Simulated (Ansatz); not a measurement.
Ansatz (an electronic-structure program) input:

Ansatz 0.2 input:
```yaml
crystal:
  lattice:
    - [2.8138688582, 0.0, 0.0]
    - [0.0, 2.8138688582, 0.0]
    - [0.0, 0.0, 2.8138688582]
  atoms:
    - { symbol: Se, position: [0.0, 0.0, 0.0] }
kpoints:
  mp_grid: { grid: [30, 30, 30] }
hamiltonian:
  xc: r2scan
  pseudopotentials: { azcp: { folder: ./paw }, kind: paw }
scf:
  occupations: { method: fermi_dirac, width: 0.1 }
elastic: { mode: relaxed_ion, stencil: two_point, amplitude: 0.005, f_tol: 0.0005 }
```

Output (shortened):

```
Pseudopotential: Se, paw, valence charge 16
Functional definition: r2SCAN
Crystal: 1 atoms, lattice volume = 22.280 Å³
Basis set: ecut = 500 eV, 587 PW (Γ), exchange–correlation on 96×96×96 points (64 copies of the dense FFT grid, shifted against one another)
Bands: 12, of which v1, the nominal top of the filled ones, is band 8 counted from 1 (7 counted from 0)
Symmetry: 48 space group operations
Space group: Pm-3m (ITA 221), of the structure as read, at distance tolerance 2.8e-5 Å
k-points: 816 of 27000
iter 1 solved again at ethr=1.26e-4 eV; its pass at ethr=3.10e-3 eV (dr2=2.02e-2 eV) is discarded
SCF iter   1: F=—  HF=-5477.869916 eV  |F-HF|=—  |Δ(HF+E_count)|=         —  Δρ=1.13e-2  dr2=2.02e-2  dr2_τ=6.32e-4  ethr=1.26e-4  ⟨swp⟩=1.0  Hψ=74164  notcnv=0
preconditioner: auto → none
SCF iter   2: F=—  HF=-5477.883527 eV  |F-HF|=—  |Δ(HF+E_count)|=   1.36e-2  Δρ=8.13e-3  dr2=1.08e-2  dr2_τ=9.08e-5  ethr=1.26e-4  ⟨swp⟩=2.8  Hψ=16050  notcnv=0
SCF iter   3: F=—  HF=-5477.888353 eV  |F-HF|=—  |Δ(HF+E_count)|=   4.83e-3  Δρ=9.56e-4  dr2=1.74e-4  dr2_τ=6.60e-6  ethr=6.76e-5  ⟨swp⟩=2.5  Hψ=15083  notcnv=0
SCF iter   4: F=—  HF=-5477.888194 eV  |F-HF|=—  |Δ(HF+E_count)|=   1.59e-4  Δρ=1.83e-4  dr2=3.30e-6  dr2_τ=2.28e-7  ethr=1.09e-6  ⟨swp⟩=2.0  Hψ=16357  notcnv=0
SCF iter   5: F=—  HF=-5477.888196 eV  |F-HF|=—  |Δ(HF+E_count)|=   2.63e-6  Δρ=4.18e-5  dr2=2.15e-7  dr2_τ=6.21e-9  ethr=2.06e-8  ⟨swp⟩=2.0  Hψ=16368  notcnv=0
SCF iter   6: F=—  HF=-5477.888197 eV  |F-HF|=—  |Δ(HF+E_count)|=   3.13e-7  Δρ=3.78e-6  dr2=1.59e-9  dr2_τ=7.62e-11  ethr=1.34e-9  ⟨swp⟩=2.0  Hψ=16468  notcnv=0
SCF iter   7: F=—  HF=-5477.888197 eV  |F-HF|=—  |Δ(HF+E_count)|=   3.74e-9  Δρ=9.61e-8  dr2=8.15e-13  dr2_τ=4.88e-13  ethr=9.92e-12  ⟨swp⟩=2.0  Hψ=16415  notcnv=0
SCF iter   8: F=-5477.888197 eV  HF=-5477.888197 eV  |F-HF|=1.82e-12  |Δ(HF+E_count)|=  4.55e-12  Δρ=2.06e-8  dr2=6.28e-14  dr2_τ=1.93e-15  ethr=1.00e-12  ⟨swp⟩=4.7  Hψ=34877  notcnv=0
SCF 1 converged in 8 iterations: F = -5477.888197 eV  dr2 = 6.28e-14
Crystal: 1 atoms, lattice volume = 22.280 Å³
iter 1 solved again at ethr=1.00e-12 eV; its pass at ethr=3.10e-3 eV (dr2=6.16e-14 eV) is discarded
SCF iter   1: F=—  HF=-5477.888197 eV  |F-HF|=—  |Δ(HF+E_count)|=         —  Δρ=2.06e-8  dr2=6.29e-14  dr2_τ=1.93e-15  ethr=1.00e-12  ⟨swp⟩=1.4  Hψ=60652  notcnv=0
preconditioner: auto → none
SCF iter   2: F=-5477.888197 eV  HF=-5477.888197 eV  |F-HF|=9.09e-13  |Δ(HF+E_count)|=  9.09e-13  Δρ=1.00e-8  dr2=1.54e-14  dr2_τ=3.09e-16  ethr=1.00e-12  ⟨swp⟩=4.0  Hψ=31789  notcnv=0
SCF 2 converged in 2 iterations: F = -5477.888197 eV  dr2 = 1.54e-14
Crystal: 1 atoms, lattice volume = 22.168 Å³
Symmetry: 16 space group operations
k-points: 2176 of 27000
iter 1 solved again at ethr=2.01e-7 eV; its pass at ethr=3.10e-3 eV (dr2=3.21e-5 eV) is discarded
SCF iter   1: F=—  HF=-5477.887784 eV  |F-HF|=—  |Δ(HF+E_count)|=         —  Δρ=3.40e-4  dr2=2.42e-5  dr2_τ=2.82e-5  ethr=2.01e-7  ⟨swp⟩=2.0  Hψ=183121  notcnv=0
preconditioner: auto → none
SCF iter   2: F=—  HF=-5477.887934 eV  |F-HF|=—  |Δ(HF+E_count)|=   1.50e-4  Δρ=1.30e-4  dr2=3.56e-6  dr2_τ=3.21e-8  ethr=1.51e-7  ⟨swp⟩=2.0  Hψ=32869  notcnv=0
SCF iter   3: F=—  HF=-5477.887935 eV  |F-HF|=—  |Δ(HF+E_count)|=   8.05e-7  Δρ=2.12e-5  dr2=5.97e-8  dr2_τ=1.98e-9  ethr=2.22e-8  ⟨swp⟩=2.0  Hψ=32015  notcnv=0
SCF iter   4: F=—  HF=-5477.887935 eV  |F-HF|=—  |Δ(HF+E_count)|=   9.14e-8  Δρ=5.84e-6  dr2=4.16e-9  dr2_τ=7.41e-11  ethr=3.73e-10  ⟨swp⟩=2.1  Hψ=42360  notcnv=0
SCF iter   5: F=—  HF=-5477.887935 eV  |F-HF|=—  |Δ(HF+E_count)|=   2.95e-9  Δρ=1.18e-6  dr2=1.84e-10  dr2_τ=1.08e-11  ethr=2.60e-11  ⟨swp⟩=2.0  Hψ=43602  notcnv=0
SCF iter   6: F=—  HF=-5477.887935 eV  |F-HF|=—  |Δ(HF+E_count)|=  1.06e-10  Δρ=2.13e-7  dr2=3.61e-12  dr2_τ=1.80e-13  ethr=1.15e-12  ⟨swp⟩=2.0  Hψ=43766  notcnv=0
SCF iter   7: F=—  HF=-5477.887935 eV  |F-HF|=—  |Δ(HF+E_count)|=  3.64e-12  Δρ=1.31e-8  dr2=2.75e-14  dr2_τ=2.11e-15  ethr=1.00e-12  ⟨swp⟩=3.6  Hψ=104770  notcnv=0
SCF iter   8: F=-5477.887935 eV  HF=-5477.887935 eV  |F-HF|=2.73e-12  |Δ(HF+E_count)|=  9.09e-13  Δρ=1.75e-9  dr2=3.82e-16  dr2_τ=1.76e-17  ethr=1.00e-12  ⟨swp⟩=4.0  Hψ=84735  notcnv=0
SCF 3 converged in 8 iterations: F = -5477.887935 eV  dr2 = 3.82e-16
Crystal: 1 atoms, lattice volume = 22.391 Å³
iter 1 solved again at ethr=3.55e-10 eV; its pass at ethr=3.10e-3 eV (dr2=5.68e-8 eV) is discarded
SCF iter   1: F=—  HF=-5477.888050 eV  |F-HF|=—  |Δ(HF+E_count)|=         —  Δρ=1.14e-4  dr2=5.76e-8  dr2_τ=8.04e-9  ethr=3.55e-10  ⟨swp⟩=2.0  Hψ=179560  notcnv=0
preconditioner: auto → none
SCF iter   2: F=—  HF=-5477.888061 eV  |F-HF|=—  |Δ(HF+E_count)|=   1.04e-5  Δρ=5.69e-5  dr2=1.46e-8  dr2_τ=1.90e-7  ethr=3.55e-10  ⟨swp⟩=2.0  Hψ=33009  notcnv=0
SCF iter   3: F=—  HF=-5477.888066 eV  |F-HF|=—  |Δ(HF+E_count)|=   5.36e-6  Δρ=2.03e-6  dr2=4.72e-10  dr2_τ=2.33e-11  ethr=9.11e-11  ⟨swp⟩=2.0  Hψ=33060  notcnv=0
SCF iter   4: F=—  HF=-5477.888066 eV  |F-HF|=—  |Δ(HF+E_count)|=   7.18e-9  Δρ=1.15e-6  dr2=1.22e-10  dr2_τ=2.02e-11  ethr=2.95e-12  ⟨swp⟩=2.9  Hψ=44234  notcnv=0
SCF iter   5: F=—  HF=-5477.888066 eV  |F-HF|=—  |Δ(HF+E_count)|=  4.76e-10  Δρ=4.88e-7  dr2=3.63e-11  dr2_τ=1.15e-12  ethr=7.62e-13 (applied; sched 1.00e-12)  ⟨swp⟩=2.0  Hψ=33035  notcnv=0
SCF iter   6: F=—  HF=-5477.888066 eV  |F-HF|=—  |Δ(HF+E_count)|=  6.60e-10  Δρ=1.12e-7  dr2=1.94e-12  dr2_τ=4.01e-14  ethr=2.27e-13 (applied; sched 1.00e-12)  ⟨swp⟩=2.0  Hψ=33006  notcnv=0  defer=2
SCF iter   7: F=-5477.888066 eV  HF=-5477.888066 eV  |F-HF|=3.64e-12  |Δ(HF+E_count)|=  2.64e-11  Δρ=1.62e-8  dr2=3.45e-14  dr2_τ=1.14e-15  ethr=1.00e-12  ⟨swp⟩=3.0  Hψ=102032  notcnv=0
SCF 4 converged in 7 iterations: F = -5477.888066 eV  dr2 = 3.45e-14
Crystal: 1 atoms, lattice volume = 22.280 Å³
Symmetry: 8 space group operations
k-points: 3856 of 27000
iter 1 solved again at ethr=1.84e-8 eV; its pass at ethr=3.10e-3 eV (dr2=2.95e-6 eV) is discarded
SCF iter   1: F=—  HF=-5477.888171 eV  |F-HF|=—  |Δ(HF+E_count)|=         —  Δρ=1.73e-4  dr2=4.57e-6  dr2_τ=3.84e-6  ethr=1.84e-8  ⟨swp⟩=3.4  Hψ=341786  notcnv=0
preconditioner: auto → none
SCF iter   2: F=—  HF=-5477.888183 eV  |F-HF|=—  |Δ(HF+E_count)|=   1.16e-5  Δρ=6.62e-5  dr2=6.18e-7  dr2_τ=6.53e-9  ethr=1.84e-8  ⟨swp⟩=2.0  Hψ=58559  notcnv=0
SCF iter   3: F=—  HF=-5477.888183 eV  |F-HF|=—  |Δ(HF+E_count)|=   8.09e-8  Δρ=6.35e-6  dr2=4.62e-9  dr2_τ=3.05e-10  ethr=3.86e-9  ⟨swp⟩=2.0  Hψ=53351  notcnv=0
SCF iter   4: F=—  HF=-5477.888183 eV  |F-HF|=—  |Δ(HF+E_count)|=   1.32e-8  Δρ=8.59e-7  dr2=8.57e-11  dr2_τ=1.76e-12  ethr=2.89e-11  ⟨swp⟩=2.0  Hψ=59558  notcnv=0
SCF iter   5: F=—  HF=-5477.888183 eV  |F-HF|=—  |Δ(HF+E_count)|=  2.06e-10  Δρ=1.16e-7  dr2=2.05e-12  dr2_τ=2.91e-14  ethr=5.36e-13 (applied; sched 1.00e-12)  ⟨swp⟩=2.0  Hψ=59481  notcnv=0  defer=1
SCF iter   6: F=—  HF=-5477.888183 eV  |F-HF|=—  |Δ(HF+E_count)|=  9.09e-13  Δρ=3.06e-8  dr2=1.40e-13  dr2_τ=2.32e-15  ethr=1.00e-12  ⟨swp⟩=4.0  Hψ=155278  notcnv=0
SCF iter   7: F=-5477.888183 eV  HF=-5477.888183 eV  |F-HF|=2.73e-12  |Δ(HF+E_count)|=    0.00e0  Δρ=1.26e-8  dr2=2.30e-14  dr2_τ=7.15e-16  ethr=1.00e-12  ⟨swp⟩=4.0  Hψ=144536  notcnv=0
SCF 5 converged in 7 iterations: F = -5477.888183 eV  dr2 = 2.30e-14
Crystal: 1 atoms, lattice volume = 22.280 Å³
iter 1 solved again at ethr=1.08e-10 eV; its pass at ethr=3.10e-3 eV (dr2=1.73e-8 eV) is discarded
SCF iter   1: F=—  HF=-5477.888177 eV  |F-HF|=—  |Δ(HF+E_count)|=         —  Δρ=6.19e-5  dr2=1.71e-8  dr2_τ=3.74e-10  ethr=1.08e-10  ⟨swp⟩=2.1  Hψ=318048  notcnv=0
preconditioner: auto → none
SCF iter   2: F=—  HF=-5477.888182 eV  |F-HF|=—  |Δ(HF+E_count)|=   4.64e-6  Δρ=3.09e-5  dr2=3.94e-9  dr2_τ=5.84e-8  ethr=1.07e-10  ⟨swp⟩=2.0  Hψ=58532  notcnv=0
SCF iter   3: F=—  HF=-5477.888183 eV  |F-HF|=—  |Δ(HF+E_count)|=   9.28e-7  Δρ=1.19e-6  dr2=3.06e-11  dr2_τ=7.75e-11  ethr=2.46e-11  ⟨swp⟩=2.0  Hψ=58687  notcnv=0
SCF iter   4: F=—  HF=-5477.888183 eV  |F-HF|=—  |Δ(HF+E_count)|=   1.49e-9  Δρ=1.60e-7  dr2=2.28e-12  dr2_τ=2.45e-13  ethr=1.91e-13 (applied; sched 1.00e-12)  ⟨swp⟩=2.0  Hψ=77424  notcnv=0
SCF iter   5: F=-5477.888183 eV  HF=-5477.888183 eV  |F-HF|=1.82e-12  |Δ(HF+E_count)|=  4.37e-11  Δρ=3.40e-8  dr2=7.01e-14  dr2_τ=3.00e-14  ethr=1.00e-12  ⟨swp⟩=3.0  Hψ=196080  notcnv=0
SCF 6 converged in 5 iterations: F = -5477.888183 eV  dr2 = 7.01e-14
SCF converged after 2 iterations
Free energy (F): -5477.888197 eV
Harris-Foulkes:  -5477.888197 eV  (|F-HF|=9.09e-13)
Internal energy: -5477.871435 eV  (E = F + TS)
E sigma→0 (E₀):  -5477.879816 eV
Entropy (-TS):   -0.016762 eV (-16.762 meV/atom)
Fermi energy:    9.410404 eV
--- Per-component energies (eV) ---
  E_band       = -387.007076
  E_kinetic    = 109.269161
  E_local      = -2452.321847  (includes V_loc(G=0)·N_el)
  E_nonlocal   = -353.118037
  E_hartree    = 1300.879792
  E_xc         = -80.092211
  E_vxc        = -96.382220  (∫ρ·V_xc dr)
  E_paw        = -2142.222572  (= ΣΔE_a)
  E_vpaw       = -201.202213  (= ΣTr[D̂ρ^β])
  E_aug_tail   = -0.000006  (compensation charges beyond the density's cutoff)
  E_vtau       = 4.988502  (kinetic-family band-sum trace: ∫τ·v_τ [+ j·A + Jᵃ·Aᵃ] dr)
  E_ewald      = -1858.500955
  E_core_change = -1.764760  (= ΣΔE_core)
  E_smearing   = -0.016762  (= −TS)
  E_closure    = 0.000000  (closes the sum)
  Σ components = -5477.888197   (vs F -5477.888197, Δ=0.00e0)
  [band-id]    e_kinetic+e_local+e_nonlocal+2·e_hartree+e_vxc+e_vpaw+e_augmentation_tail+e_vtau = -387.007076   (vs E_band -387.007076, Δ=8.66e-8)
--- Forces (eV/Å), atoms counted from 1 ---
  atom   1  Se     0.00000000     0.00000000     0.00000000
  max |Σ_I F_I| component: 0.0 eV/Å
--- Stress (GPa, compression-positive) ---
        0.086677       0.000000       0.000000
        0.000000       0.086677       0.000000
        0.000000       0.000000       0.086677
  P = ⅓ Tr σ = 0.0867 GPa (0.867 kbar)
--- Band table (eV; the first three rows and the last of 816) ---
  k-point 0: bands = ["-40.1649", "-40.1649", "-40.1351", "-40.1351", "-40.1351", "-7.4974", "10.8593", "10.8593", "10.8593", "17.6080", "17.6080", "18.1781"]
  k-point 1: bands = ["-40.1649", "-40.1645", "-40.1352", "-40.1352", "-40.1351", "-7.4804", "10.6593", "10.8727", "10.8727", "17.6248", "17.7641", "18.2784"]
  k-point 2: bands = ["-40.1648", "-40.1636", "-40.1354", "-40.1354", "-40.1351", "-7.4298", "10.1280", "10.9128", "10.9128", "17.6749", "17.9945", "18.7472"]
  k-point 815: bands = ["-40.1498", "-40.1498", "-40.1498", "-40.1207", "-40.1207", "-0.6682", "5.7607", "5.7607", "5.7607", "15.6867", "15.6867", "15.6867"]
--- Elastic constants: 2 strain directions × 2 members + reference (group order 48) ---
  dense FFT box of the reference and of every strained cell: 24×24×24
  strains applied: 11, 23; error gains: componentwise 1.00 (the most a stress slope's error grows in a printed constant), spectral 1.73 (1 for all six strains …
  C = ∂σ_k/∂η_j (tension-positive GPa; Voigt order 11 22 33 23 13 12):
       113.108     58.361     58.361      0.000      0.000      0.000
        58.361    113.108     58.361      0.000      0.000      0.000
        58.361     58.361    113.108      0.000      0.000      0.000
         0.000      0.000      0.000      8.174      0.000      0.000
         0.000      0.000      0.000      0.000      8.174      0.000
         0.000      0.000      0.000      0.000      0.000      8.174
  reference stress σ⁰ (GPa):     -0.087     -0.087     -0.087      0.000      0.000      0.000
  C* (energy form; C + prestress term) asymmetry max|C*_kj − C*_jk| = 6.395e-14 GPa — a small one proves nothing (zero by symmetry where the batch's group is …
  moduli (Voigt/Reuss/Hill, GPa): K = 76.61/76.61/76.61   G = 15.85/11.36/13.61   E = 38.54   ν = 0.416
  mechanically stable: yes (min eigenvalue of sym C = 8.17 GPa)
  where every solve meets its electron count the energy-path curvature estimates C_jj along a normal strain and C_jj − ¼(σ⁰_aa + σ⁰_bb) along a shear (ab), of …
  strain η (Voigt 11):  stress-route row diagonal C_11 = 113.11 GPa, energy-path curvature d²(F+E_count+ΔE)/dδ²/Ω₀ = 112.93 GPa
         δ    σ_11 (GPa)             F (eV)   n_scf  n_hpsi   n_pw
    -5.000e-3      -0.6738       -5477.8879353       8  601868    587   relax 0 steps, max|allowed force component| 0.00e0 eV/Å
     5.000e-3       0.4573       -5477.8880659       7  492562    587   relax 0 steps, max|allowed force component| 0.00e0 eV/Å
  strain η (Voigt 23):  stress-route row diagonal C_44 = 8.17 GPa, energy-path curvature d²(F+E_count+ΔE)/dδ²/Ω₀ = 8.21 GPa
         δ    σ_23 (GPa)             F (eV)   n_scf  n_hpsi   n_pw
    -5.000e-3      -0.0409       -5477.8881827       7  933935    587   relax 0 steps, max|allowed force component| 0.00e0 eV/Å
     5.000e-3       0.0409       -5477.8881827       5  770145    587   relax 0 steps, max|allowed force component| 0.00e0 eV/Å
```

Cost: roughly 6 core-minutes on shared cores.

The workflow started from a Materials Project entry (that database holds measured and hypothetical structures alike); the Crystallography Open Database copy checked does not list it. It is not the phase usual at ambient conditions (space group No. 152). The cell was relaxed with r²SCAN under the symmetry of its start; whether a distortion lowers the energy is not shown. As this level gives no gap, shear constants depend on the k-mesh and smearing (Fermi–Dirac, 0.1 eV here). Scalar-relativistic: spin–orbit coupling is off unless named, which matters more the heavier the elements.

Potentials: the earlier of the program's two PAW sets. The files were generated under PBE; for other functionals the program regenerates the frozen cores, and for LDA and PBEsol the local potential too.

Ansatz is a plane-wave DFT program.
